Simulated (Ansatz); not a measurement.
Input:

LaB6:
```cif
data_B6La
_chemical_formula_sum 'La1 B6'
_space_group_name_H-M_alt 'Pm-3m'
_space_group_IT_number 221
_space_group_name_Hall '-P 4 2 3'
_cell_length_a 4.12971
_cell_length_b 4.12971
_cell_length_c 4.12971
_cell_angle_alpha 90.000
_cell_angle_beta 90.000
_cell_angle_gamma 90.000
loop_
_atom_site_label
_atom_site_type_symbol
_atom_site_symmetry_multiplicity
_atom_site_Wyckoff_symbol
_atom_site_fract_x
_atom_site_fract_y
_atom_site_fract_z
_atom_site_occupancy
La1 La 1 a 0.00000 0.00000 0.00000 1
B1 B 6 f 0.19965 0.50000 0.50000 1
```

This is the PBEsol-relaxed structure.

All from DFT-PBEsol in the program Ansatz with PAW potentials, unless another level is named. Predict the highest zone-centre frequency.

159.6 meV.

Give the bulk modulus (Birch–Murnaghan fit).

180 GPa.

The PBEsol relaxation kept the symmetry of its start. Spin–orbit coupling is left out wherever it is not named.

Potentials: the earlier of the program's two PAW sets. The files were generated under PBE; for other functionals the program regenerates the frozen cores, and for LDA and PBEsol the local potential too.
